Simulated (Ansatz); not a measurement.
Mg₂GeN₂: rattling a relaxed structure

It was reached by relaxing an invented guess, and it needn't be the stable form of this composition.

Computed with DFT PBE, scalar-relativistic, plane waves, PAW (Ansatz 0.2.0). Plane waves to 420 eV, a k mesh through Γ of 12×12×12 on the computed 5-atom cell and Gaussian smearing (0.02 eV); no spin polarisation.

The cell below (5 atoms, space group R3m (No. 160)) is relaxed within its symmetry.

```cif
data_structure
_symmetry_space_group_name_H-M 'P 1'
_symmetry_Int_Tables_number 1
_cell_length_a 7.8555
_cell_length_b 7.8555
_cell_length_c 7.8555
_cell_angle_alpha 22.996
_cell_angle_beta 22.996
_cell_angle_gamma 22.996
_cell_volume 64.93
loop_
_atom_site_label
_atom_site_type_symbol
_atom_site_fract_x
_atom_site_fract_y
_atom_site_fract_z
_atom_site_occupancy
Mg1 Mg 0.62759 0.62759 0.62759 1
Mg2 Mg 0.20179 0.20179 0.20179 1
Ge1 Ge 0.41099 0.41099 0.41099 1
N1 N 0.91719 0.91719 0.91719 1
N2 N 0.78565 0.78565 0.78565 1
```

For the test a repeat of it with 10 atoms (edges 3.13, 5.42, 7.86 Å) was strained at random (σ = 1.5 % a component), the atoms were moved at random (σ = 0.10 Å), and all was relaxed again on a coarse 4×4×4 mesh (in the run’s order of axes) with 0.10 eV smearing, with no symmetry imposed.

Question: Does it come back?

Answer: It doesn't return. The energy falls by 110 meV/atom on that mesh, the volume changes by 5.1 %, and the end has space group R3m (No. 160) at a loose tolerance. Relaxed again on a 12×12×12 mesh with 0.02 eV smearing, the new structure lies 109 meV/atom below the first (mesh in the axes of the run's cell; the cell below is made exact in the group named). Space group R3m (No. 160), trigonal, a = 3.183 Å, c = 23.343 Å. Around Mg on its first site lie 3 N at 2.10 Å, 3 Mg at 2.76 Å and 1 Ge at 2.77 Å; Mg on its second site has 4 N at 2.09–2.11 Å; Ge has 3 N at 2.03 Å and 1 Mg at 2.77 Å; around N on its first site lie 6 Mg at 2.10–2.11 Å; 1 more site not described.

```
CELL_PARAMETERS angstrom
1.59142 0.91880 7.78101
-1.59142 0.91880 7.78101
0.00000 -1.83761 7.78101
ATOMIC_POSITIONS crystal
Mg 0.49270 0.49270 0.49270
Mg 0.07113 0.07113 0.07113
Ge 0.61140 0.61140 0.61140
N 0.78220 0.78220 0.78220
N 0.98142 0.98142 0.98142
```
